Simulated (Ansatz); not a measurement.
The start is a generated cell, GaNi placed in the AFLOW prototype AB_tP4_131_c_e (B17, as in PtS). The cell and all atomic positions are relaxed at zero pressure with PBEsol (plane waves to 420 eV, PAW, scalar-relativistic; Ansatz, a program for electronic structure). The first steps use a coarse 10×10×8 k-mesh.

The start:
```
GaNi
1.0
    3.35227     0.00000     0.00000
    0.00000     3.35227     0.00000
    0.00000     0.00000     4.17358
Ga Ni
2 2
Direct
  0.00000   0.50000   0.00000
  0.50000   0.00000   0.50000
  0.00000   0.00000   0.25000
  0.00000   0.00000   0.75000
```
Spin-polarised start, with parallel moments on Ni.

```yaml
outcome: The space group stays P4₂/mmc (No. 131) (the run could not lower it); the end is AFLOW prototype AB_tP4_131_c_e (B17, as in PtS), with 4 atoms in the primitive cell
energy_released: 1.62 eV/atom
band_gap_at_the_end: zero (metallic)
moments_at_the_end: zero (the starting moments vanished)
optimiser_moves: 17
```

Final values are on a 12×12×10 k-mesh of the relaxed cell. No spin polarisation in the result: the starting moments vanished. A magnetic state may lie lower.

The run could not lose the symmetry of its start: the end is stationary, and may be a saddle point rather than a minimum.

All atoms sit on sites fixed by symmetry, so only the cell could relax.

The relaxed structure here is a generated cell of GaNi: the first start was made by placing the elements on the sites of a structure type, and the end was not matched to a known phase here, so it may be hypothetical.
